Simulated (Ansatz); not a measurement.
The elements of this relaxed trial crystal are hidden behind letters.

```
lattice vectors (Å)
   4.4845    0.0000    0.0000
   0.0000    4.4845    0.0000
   0.0000    0.0000    6.4425
fractional positions
X 0.5000 0.0000 0.8574
X 0.0000 0.5000 0.8574
X 0.0000 0.0000 0.2465
Z 0.0000 0.0000 0.5806
Z 0.5000 0.5000 0.7282
```

The calculation used DFT PBE, scalar-relativistic, plane waves, PAW in Ansatz. The final run on the 5-atom cell used 420 eV, a Γ-centred 8×8×6 mesh, 0.10 eV smearing and no spin polarisation.

- Space group: P4mm (No. 99)
- Conventional cell: a = 4.484 Å, c = 6.442 Å
- Volume per atom: 25.91 Å³
- Density: 7.21 g/cm³
- Formation energy: −1.38 eV/atom
- Gap on the 8×8×6 mesh of the 5-atom cell: 0 eV (a metal)

Energies are uncorrected and count from the elements' standard states at the same level.

**Question.** X is a lanthanide and Z is a p-block element of period 2. Which elements are they?

**Answer.** X = Lu, Z = F, so the formula is Lu3F2. Density times volume gives a mean mass of 7.21 × 25.91/1.6605 = 112.5 u per atom, and this set has 112.6 u. Among the elements that the hints allow, noble gases aside, only these give it. Around Lu on a site of symmetry 2mm lie 2 F at 2.39 Å and 2 F at 2.86 Å; Lu on a site of symmetry 4mm has 1 F at 2.15 Å; F on its first site is surrounded by 1 Lu at 2.15 Å; 1 more site not described.

An odd number of electrons in the primitive cell allows no gap without spin; a larger cell or a magnetic state could open one. The cell is a metal run without spin; a magnetic state may lie lower. Symmetry constrained the relaxation, so the result can be a saddle point. Another cell of Lu3F2 relaxed alike, in P-6m2, lies 58 meV/atom lower, so this cell isn't the stable form at this level.
